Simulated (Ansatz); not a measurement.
Na3VSO3: checking a database structure before trusting its electric field gradients

The cell is a Materials Project structure (computed, not necessarily an observed phase), atoms as given.

Space group R3c:H (No. 161); a = 8.6648, c = 12.3765 Å, γ = 120.00°.

| site | Wyckoff | site symmetry | x | y | z |
| --- | --- | --- | --- | --- | --- |
| Na | 18b | 1 | 0.3073 | 0.3054 | 0.3992 |
| V | 6a | 3. | 0.0000 | 0.0000 | 0.6816 |
| S | 6a | 3. | 0.0000 | 0.0000 | 0.4999 |
| O | 18b | 1 | 0.8123 | 0.8089 | 0.7250 |

One atom of each set is listed; the run and its k-mesh use a cell of 16 atoms with edges of 6.48, 6.48, 6.48 Å.

All values are calculated (Ansatz; DFT, PBE, plane waves and PAW, scalar-relativistic, 420 eV cutoff, Γ-centred 4×4×4 k-points, Fermi–Dirac smearing 0.02 eV), not measured.

Q: Do the atoms and the cell lie near the calculated equilibrium?

A: Not quite. The largest force is 0.81 eV/Å, on atom 15 (O: 1 V at 1.73 Å; also 4 Na at 2.38–2.75 Å), and the pressure is -1.9 GPa. Relaxing the atoms is still advisable, since electric field gradients respond to shifts of a few hundredths of an ångström.
